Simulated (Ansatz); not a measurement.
ZnS:
```yaml
crystal:
  lattice:
    - [3.73813, 0.00000, 0.00000]
    - [-1.86906, 3.23731, 0.00000]
    - [0.00000, 0.00000, 6.14304]
  atoms:
    - { symbol: Zn, position: [0.33333, 0.66667, 0.00059] }
    - { symbol: Zn, position: [0.66667, 0.33333, 0.50059] }
    - { symbol: S, position: [0.33333, 0.66667, 0.37441] }
    - { symbol: S, position: [0.66667, 0.33333, 0.87441] }
```

Relaxed with LDA. Special points in fractions of this cell's reciprocal vectors: Γ (0.000, 0.000, 0.000); M (0.500, 0.000, 0.000); K (0.333, 0.333, 0.000); A (0.000, 0.000, 0.500); L (0.500, 0.000, 0.500); H (0.333, 0.333, 0.500).

### Question
List the band energies nearest the valence-band maximum at these points for plane-wave PAW LDA (Ansatz code).

### Answer
In eV from the valence-band maximum; about four levels below and three above (degenerate sets whole), none deeper than 8.9 eV; points with the same levels are listed once.

```
k                        below                          above
-  ---------------------------  -----------------------------
Γ  -0.99 -0.99 -0.10 0.00 0.00            2.19 2.99 6.09 6.09
M      -3.61 -2.47 -1.91 -0.98                 3.40 4.18 4.87
K      -4.26 -2.58 -2.58 -2.32                 3.86 5.99 5.99
A      -0.52 -0.52 -0.52 -0.52  3.49 3.49 6.57 6.57 6.57 6.57
L      -1.81 -1.81 -1.79 -1.79            3.32 3.32 5.00 5.00
H      -3.38 -3.38 -1.51 -1.51            4.36 4.36 6.08 6.08
```

Space group P6_3mc (wurtzite). Symmetry was held in the LDA relaxation.

Potentials: the earlier of the program's two PAW sets. The files were generated under PBE; for other functionals the program regenerates the frozen cores, and for LDA and PBEsol the local potential too.
